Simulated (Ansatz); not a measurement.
# Computed properties of CaB$_{2}$C$_{2}$

CaB₂C₂:
```yaml
crystal:
  lattice:
    - [-2.66778, 2.66778, 3.71089]
    - [2.66778, -2.66778, 3.71089]
    - [2.66778, 2.66778, -3.71089]
  atoms:
    - { symbol: Ca, position: [0.75000, 0.75000, 0.00000] }
    - { symbol: Ca, position: [0.25000, 0.25000, 0.00000] }
    - { symbol: B, position: [0.36117, 0.86117, 0.22233] }
    - { symbol: B, position: [0.63883, 0.13883, 0.77767] }
    - { symbol: B, position: [0.86117, 0.63883, 0.50000] }
    - { symbol: B, position: [0.13883, 0.36117, 0.50000] }
    - { symbol: C, position: [0.65931, 0.84069, 0.50000] }
    - { symbol: C, position: [0.34069, 0.15931, 0.50000] }
    - { symbol: C, position: [0.84069, 0.34069, 0.18137] }
    - { symbol: C, position: [0.15931, 0.65931, 0.81863] }
```

Space group I4/mcm (No. 140); conventional cell a = b = 5.3356 Å, c = 7.4218 Å, α = β = γ = 90.00°.

Method: plane-wave PAW HSE06 (Ansatz code). The cell and atoms are relaxed at this level. Other levels are named where they apply.

Cell and energy:

```
Property             Result
---------------  ----------
Volume per atom    10.56 Å³
Density          2.69 g/cm³
```

Electronic structure:

```
Quantity                                                                                           Value
----------------------------------------  --------------------------------------------------------------
Band gap                                                                              1.01 eV (indirect)
Valence-band maximum                                             on the Γ–X line, 59 % of the way from Γ
Conduction-band minimum                   on the Γ–M line, 82 % of the way from Γ (2 equivalent valleys)
Smallest direct gap on the standard path                                                         1.66 eV
```

Mechanics:

```
Item                                 Result
----------------------------------  -------
Bulk modulus (Birch–Murnaghan fit)  110 GPa
Pressure derivative B′                  3.3
```

Charges:

```
Item                                 Result
-------------  ----------------------------
Bader charges  Ca +1.49, B +1.85, C -2.59 e
```

The workflow started from a Materials Project entry (that database holds measured and hypothetical structures alike); the Crystallography Open Database copy checked does not list it. With B and C taken as one species the cell has the higher symmetry P4/mmm, so it may be an ordered model of a mixed-site phase. Whether it is the stable phase at ambient conditions was not checked. The cell was relaxed with HSE06 under the symmetry of its start; whether a distortion lowers the energy is not shown. The hybrid was solved on a coarse mesh, the path and, where they were found, the r²SCAN edge points; its band edges are the extreme levels among these.

Potentials: the later of the program's two PAW sets.
